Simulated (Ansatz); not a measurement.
BaSn5: do energies and stresses tell the same story?

All numbers below come from Ansatz 0.2.0, DFT PBEsol, scalar-relativistic, plane waves, PAW.

Settings: cutoff 420 eV, Γ-centred mesh 12×12×6 on the computed 6-atom cell, Gaussian smearing of 0.10 eV; no spin polarisation.

Relaxed cell: P6/mmm, a = 5.334 Å, b = 5.334 Å, c = 7.057 Å, α = 90.00°, β = 90.00°, γ = 120.00°, 6 atoms in the primitive cell. Whether it is the stable form of this composition wasn't checked.

Energies at zero smearing and pressures from the stress tensor, at volumes with shape and atoms relaxed:
```json
{"V (Å³/atom)": "27.245", "E − E(first) (meV/atom)": "0.00", "P (GPa)": "2.94"}
{"V (Å³/atom)": "28.114", "E − E(first) (meV/atom)": "-11.44", "P (GPa)": "1.33"}
{"V (Å³/atom)": "28.984", "E − E(first) (meV/atom)": "-14.95", "P (GPa)": "0.00"}
{"V (Å³/atom)": "29.853", "E − E(first) (meV/atom)": "-11.80", "P (GPa)": "-1.13"}
{"V (Å³/atom)": "30.723", "E − E(first) (meV/atom)": "-3.07", "P (GPa)": "-2.06"}
```

Q: Check P = −dE/dV between neighbouring volumes, and get the bulk modulus from the pressures alone.

A: With 1 eV/Å³ = 160.2 GPa:
```json
{"middle V (Å³/atom)": "27.680", "−ΔE/ΔV (GPa)": "2.108", "mean P (GPa)": "2.133"}
{"middle V (Å³/atom)": "28.549", "−ΔE/ΔV (GPa)": "0.647", "mean P (GPa)": "0.663"}
{"middle V (Å³/atom)": "29.419", "−ΔE/ΔV (GPa)": "-0.581", "mean P (GPa)": "-0.566"}
{"middle V (Å³/atom)": "30.288", "−ΔE/ΔV (GPa)": "-1.608", "mean P (GPa)": "-1.596"}
```

The two differ by 0.02 GPa at most. The mean of two end pressures misses the average over a step by about ΔV² P″/12, up to 0.03 GPa here; with that taken off 0.00 GPa remains. Around V = 28.984 Å³/atom, the two neighbours give B = −V ΔP/ΔV = 28.984 × 2.46 / 1.739 = 41.0 GPa, against B0 = 40.8 GPa from the Birch–Murnaghan fit of the energies.